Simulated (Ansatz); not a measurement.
**Zn: stationary points along a deformation path**

Theory: DFT r2SCAN, scalar-relativistic, plane waves, PAW (Ansatz 0.2.0). Cutoff 500 eV, Γ-centred 24×24×24 k-points, Gaussian smearing of 0.15 eV. No spin polarisation. Energies are free energies at this smearing, counted from the undisturbed cell; pressure is positive in compression.

Zero of the scan (as given, not relaxed at this level; it stands at -4.9 GPa; this bcc form isn't the usual structure):

```yaml
crystal:
  lattice:
    - [-1.56904, 1.56904, 1.56904]
    - [1.56904, -1.56904, 1.56904]
    - [1.56904, 1.56904, -1.56904]
  atoms:
    - { symbol: Zn, position: [0.00000, 0.00000, 0.00000] }
```

At fixed volume and fractional coordinates, lengths along (0.577, 0.577, 0.577) are scaled against those across it; ρ is that ratio over its starting value. V = 15.451 Å³/atom. Δσ is the stress along the axis less the mean stress across it (compression positive).

| ρ | ΔE (meV/atom) | Δσ (GPa) | space group |
| --- | --- | --- | --- |
| 0.500 | 4190.5 | 325.62 | R-3m |
| 0.710 | 413.4 | 61.34 | R-3m |
| 1.000 | 0.0 | 0.00 | Im-3m |
| 1.410 | 84.8 | -9.14 | R-3m |
| 2.000 | 219.4 | 0.00 | Pm-3m |

Task: How does the stress give the slope of the energy, and where is the energy stationary?

Result: Along the path d ln(length) is 2/3 d ln ρ on the axis and −1/3 d ln ρ across it, so dE/d ln ρ = −(2/3) V Δσ: the energy falls with ρ where Δσ is positive. Δσ vanishes or changes sign at ρ = 1.000 (Im-3m), a minimum at 0.0 meV/atom; at ρ = 2.000 (Pm-3m, an end of the scan), at 219.4 meV/atom. Pairs of stationary points between two samples would go unseen, and could change a minimum read from distant neighbours into a maximum. At ρ = 1.000, 2.000 the cell is cubic, where symmetry alone makes the stress isotropic and the slope zero.

In a metal these slopes depend on the k mesh and the smearing.